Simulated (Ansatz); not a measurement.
TaRu (CsCl type, Pm-3m), a = b = c = 3.1543 Å, α = β = γ = 90.00°.

Relaxed with r²SCAN.

Problem. Tabulate the valence density and the electron localisation function along the shortest Ru–Ta contact (2.73 Å), DFT-r²SCAN in the program Ansatz with PAW potentials.

Solution. 

| distance from Ru (Å) | density (e/Å³) | ELF |
|---|---|---|
| 0.27 | 9.43 | 0.47 |
| 0.41 | 8.05 | 0.65 |
| 0.55 | 5.85 | 0.70 |
| 0.68 | 3.54 | 0.66 |
| 0.82 | 1.81 | 0.53 |
| 0.96 | 0.92 | 0.38 |
| 1.09 | 0.57 | 0.31 |
| 1.23 | 0.42 | 0.31 |
| 1.37 | 0.36 | 0.29 |
| 1.50 | 0.36 | 0.21 |
| 1.64 | 0.45 | 0.18 |
| 1.78 | 0.76 | 0.29 |
| 1.91 | 1.52 | 0.55 |
| 2.05 | 2.69 | 0.71 |
| 2.19 | 3.89 | 0.73 |
| 2.32 | 4.53 | 0.59 |
| 2.46 | 4.25 | 0.28 |

The density is the valence pseudo-density with augmentation charge, so density and ELF within about 1 Å of a nucleus are not all-electron values.

The workflow started from an entry of the Crystallography Open Database (COD), which files this formula under 2 space groups. Its standing as an ambient phase is unchecked. Symmetry was held in the r²SCAN relaxation; its stability against distortions is not shown here. The run is not spin-polarised. Scalar-relativistic: spin–orbit coupling is off unless named, which matters more the heavier the elements.

Potentials: the later of the program's two PAW sets.
